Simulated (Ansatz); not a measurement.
In LDA (plane waves, PAW; program Ansatz), Be in the hcp (Mg type) structure (P6_3/mmc) relaxes to a = 2.226 Å, c = 3.516 Å. Be has 12 nearest neighbours from 2.18 Å (anticuboctahedral).

Electronic character: metallic (no gap).

Its a lies over 2 % below tabulated measurements.

The LDA relaxation kept the symmetry of its start. Axis ratios of metals converge slowly with the k-mesh, so a and c are less sure than the volume.

Potentials: the earlier of the program's two PAW sets. The files were generated under PBE; for other functionals the program regenerates the frozen cores, and for LDA and PBEsol the local potential too.
